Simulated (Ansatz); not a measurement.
Below is a relaxed structure of Li3SiP2. The cell was found from a structure generator's guess, not taken from experiment.

The calculation used Ansatz 0.2.0, DFT PBE, scalar-relativistic, plane waves, PAW. Cutoff 420 eV, Γ-centred mesh, Gaussian smearing, no spin polarisation.

```cif
data_structure
_symmetry_space_group_name_H-M 'P 1'
_symmetry_Int_Tables_number 1
_cell_length_a 5.3166
_cell_length_b 5.3166
_cell_length_c 5.3166
_cell_angle_alpha 100.826
_cell_angle_beta 100.826
_cell_angle_gamma 100.826
_cell_volume 141.05
loop_
_atom_site_label
_atom_site_type_symbol
_atom_site_fract_x
_atom_site_fract_y
_atom_site_fract_z
_atom_site_occupancy
Li1 Li 0.50000 0.50000 0.00000 1
Li2 Li 0.50000 0.00000 0.50000 1
Li3 Li 0.00000 0.50000 0.50000 1
Si1 Si 0.00000 0.00000 0.00000 1
P1 P 0.70695 0.70695 0.70695 1
P2 P 0.29305 0.29305 0.29305 1
```

Formation energies are uncorrected and refer to the elements' standard structures at the same level. The references include black phosphorus.

Question: What space group does it have?

Answer: R-3m (No. 166). Conventional cell: a = 8.195 Å, c = 7.276 Å. Li is surrounded by 2 P at 2.38 Å; around Si lie 2 P at 2.13 Å; P has 1 Si at 2.13 Å and 3 Li at 2.38 Å.

Question: How far does it lie from the elements in energy?

Answer: −0.08 eV/atom. Whether it is stable depends on the other phases of the system, which aren't compared here.

Question: Is it a metal?

Answer: Yes, bands cross the Fermi level on the 6×6×6 mesh.

Question: From what recipe could a structure generator have reached it?

Answer: One such recipe: ordered mixture on the cation sites of cuprite (R-3m, No. 166). Other recipes can lead to the same cell.

The last run used a 6×6×6 mesh for its 6-atom cell and Gaussian smearing of 0.10 eV. An odd number of electrons in the primitive cell allows no gap without spin; a larger cell or a magnetic state could open one. The cell is a metal run without spin; a magnetic state may lie lower. The reference form of P is held partly by dispersion forces, which this level lacks. Symmetry constrained the relaxation, so the result can be a saddle point.
